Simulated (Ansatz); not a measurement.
In DFT-r²SCAN in the program Ansatz with PAW potentials, Ru in the body-centred tetragonal structure (I4/mmm) relaxes to a = 3.229 Å, c = 2.721 Å.

Electronic character: metallic (no gap). The magnetic state found is ferromagnetic. The net moment is 0.84 μB per atom.

An equation-of-state fit gives a bulk modulus of 279 GPa.

The start of the workflow was typed in or built on a structure type; neither database checked (COD, Materials Project) lists it. It is not the phase usual at ambient conditions (space group No. 194). The r²SCAN relaxation kept the symmetry of its start; whether a distortion lowers the energy is not shown. Spin order of the final state: ferromagnetic, chosen from 4 collinear starts compared on coarse meshes (ties went to the first, and starts can fall back to one state), not a proven ground state. Other orbital occupations within this spin state were not tried. Axis ratios of metals converge slowly with the k-mesh, so a and c are less sure than the volume. Scalar-relativistic: spin–orbit coupling is off unless named, which matters more the heavier the elements.

Potentials: the earlier of the program's two PAW sets.
